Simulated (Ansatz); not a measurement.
# BAs (zinc blende), frozen-phonon scan

Relaxed BAs (zinc blende):

```yaml
crystal:
  lattice:
    - [0.00000, 4.78259, 4.78259]
    - [2.39129, 2.39129, 4.78259]
    - [2.39129, 2.39129, 0.00000]
  atoms:
    - { symbol: As, position: [0.00000, 0.75000, 0.75000] }
    - { symbol: As, position: [0.50000, 0.75000, 0.75000] }
    - { symbol: B, position: [0.00000, 0.00000, 0.00000] }
    - { symbol: B, position: [0.50000, 0.00000, 0.00000] }
```

A phonon eigenvector at X = (0.5, 0.5, 0.0) is frozen into this cell: atom i moves by Q times the vector below, so Q is the largest atomic displacement, in Å. The cell is held. (q is in reciprocal vectors of the primitive cell; the cell shown is doubled to hold the pattern.)

```json
[
 {"atom": "B3", "x": "0.000", "y": "0.000", "z": "-1.000"},
 {"atom": "B4", "x": "0.000", "y": "0.000", "z": "1.000"}
]
```

Atoms not listed stay in place.

The numbers are results of r2SCAN (plane waves to 500 eV, PAW, scalar-relativistic; Ansatz, a quantum-chemistry and plane-wave program), not measurements. k mesh 12×12×12 (Γ-centred), Fermi-Dirac smearing 0.05 eV. E stands for the smeared free energy. Stress and pressure are positive under compression. BAs was relaxed with its symmetry unable to fall. The PAW data are Ansatz's earlier set. ΔE is measured from the undisplaced structure.

```tsv
Q (Å)	ΔE (meV/cell)	−dE/dQ from forces (eV/Å)	P (GPa)
-0.180	692	7.594	2.95
-0.150	483	6.379	2.05
-0.120	310	5.135	1.32
-0.090	175	3.869	0.74
-0.060	78	2.588	0.33
-0.030	19	1.297	0.08
0.000	0	0.000	0.00
0.030	19	-1.297	0.08
0.060	78	-2.588	0.33
0.090	175	-3.869	0.74
0.120	310	-5.135	1.32
0.150	483	-6.379	2.05
0.180	692	-7.594	2.95
```

Key numbers:

The energy at Q = 0.180 Å is 692 meV/cell. Space group of the distorted cell: P-4m2 (No. 115), lowered from F-43m. Symmetry of the curve: even: the same for both signs. Shape of the curve: a single well with its minimum at or next to zero displacement. Harmonic wavenumber from the curvature (finite differences): 738 cm⁻¹. Wavenumber by perturbation theory (DFPT, on another k mesh): 738 cm⁻¹.

The 13 points together took very roughly 20 core-minutes.

(For displaced atoms, the force is minus the slope of the energy, and its curvature is a force constant, which sets phonon frequencies.)
